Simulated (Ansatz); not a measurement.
This cell of SnO2 (rutile) is off equilibrium:

```yaml
crystal:
  lattice:
    - [4.76854, 0.00000, 0.00000]
    - [0.00000, 4.76854, 0.00000]
    - [0.00000, 0.00000, 3.21140]
  atoms:
    - { symbol: Sn, position: [0.00000, 0.00000, 0.00000] }
    - { symbol: Sn, position: [0.50000, 0.50000, 0.50000] }
    - { symbol: O, position: [0.30630, 0.30630, 0.00000] }
    - { symbol: O, position: [0.80630, 0.19370, 0.50000] }
    - { symbol: O, position: [0.20363, 0.81623, 0.51474] }
    - { symbol: O, position: [0.69370, 0.69370, 0.00000] }
```

Computed with PBEsol (plane waves to 420 eV, PAW, scalar-relativistic; Ansatz, a program for electronic structure). k mesh 6×6×8 (Γ-centred), Fermi-Dirac smearing 0.05 eV. Energies are smeared free energies. Stress and pressure are positive under compression. SnO2 was relaxed with its symmetry unable to fall. The PAW data are Ansatz's earlier set.

Problem. What forces act on the atoms (eV/Å, Cartesian)?

Solution. 
```json
[
 {"atom": "Sn1", "Fx": "0.004", "Fy": "0.061", "Fz": "0.421"},
 {"atom": "Sn2", "Fx": "-0.048", "Fy": "-0.030", "Fz": "0.017"},
 {"atom": "O3", "Fx": "0.009", "Fy": "0.159", "Fz": "0.083"},
 {"atom": "O4", "Fx": "0.013", "Fy": "0.008", "Fz": "-0.015"},
 {"atom": "O5", "Fx": "-0.130", "Fy": "-0.203", "Fz": "-0.587"},
 {"atom": "O6", "Fx": "0.151", "Fy": "0.005", "Fz": "0.080"}
]
```

Problem. Give the stress tensor in GPa and the pressure.

Solution. 
```
  -0.03    -0.02    -0.53
  -0.02     0.14     0.49
  -0.53     0.49     0.09
```
The pressure, a third of the trace, is 0.07 GPa.

Problem. In it atom 5 sits (0.047, 0.047, 0.047) Å away from its relaxed site. What is its energy relative to the relaxed cell?

Solution. 22 meV/cell.

(A displaced cell: forces are minus the slopes of the energy, force constants its curvatures, and phonons follow from these.)
